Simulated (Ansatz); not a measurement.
Cells of BeTe relaxed with r2SCAN (plane waves to 500 eV, PAW, scalar-relativistic; Ansatz, a first-principles code), each with a space-group label. One label is wrong.

**A**, labelled P6/mmm (No. 191)
```xyz
4
Lattice="3.2972 -1.9503 0.0000 3.2972 1.9503 0.0000 -2.3526 0.0000 6.2299" Properties=species:S:1:pos:R:3 pbc="T T T"
Be     0.4723     0.9751     3.1150
Be     1.6486    -0.9751     0.0000
Te     1.5328    -0.7045     4.6724
Te     2.7091     0.7045     1.5575
```

**B**, labelled P4/nmm (No. 129)
```yaml
crystal:
  lattice:
    - [5.03261, 0.00000, 0.00000]
    - [0.00000, 5.03261, 0.00000]
    - [0.00000, 0.00000, 4.72490]
  atoms:
    - { symbol: Be, position: [0.00000, 0.50000, 0.06178] }
    - { symbol: Be, position: [0.50000, 0.00000, 0.93822] }
    - { symbol: Te, position: [0.50000, 0.50000, 0.00000] }
    - { symbol: Te, position: [0.00000, 0.00000, 0.00000] }
```

**C**, labelled F-43m (No. 216)
```yaml
crystal:
  lattice:
    - [0.00000, 2.82854, 2.82854]
    - [2.82854, 0.00000, 2.82854]
    - [2.82854, 2.82854, 0.00000]
  atoms:
    - { symbol: Be, position: [0.75000, 0.75000, 0.75000] }
    - { symbol: Te, position: [0.50000, 0.50000, 0.50000] }
```

**D**, labelled Cmmm (No. 65)
```
CELL_PARAMETERS angstrom
      2.35199    -7.63413     0.00000
      2.35199     7.63413     0.00000
      0.00000     0.00000     3.05118
ATOMIC_POSITIONS crystal
  Be 0.77009 0.77009 0.00000
  Be 0.22991 0.22991 0.00000
  Te 0.63319 0.36680 0.00000
  Te 0.36680 0.63319 0.00000
```

Question: Which label is wrong, and what should it be (tolerance 0.01 Å)?

Answer: A: its symmetry is C2/c (No. 15), mS8; a = 6.594 Å, b = 3.901 Å, c = 6.659 Å, α = 90.00°, β = 110.69°, γ = 90.00°.

Each run could gain symmetry but not lose that of its start, so entries can be saddle points. From databases, or of a type measured for this composition: F-43m, cF8, zinc blende type; the others are generated cells (placed on structure types, drawn at random, substituted or restacked) that were not matched to a known phase here.

No spin polarisation in the result.
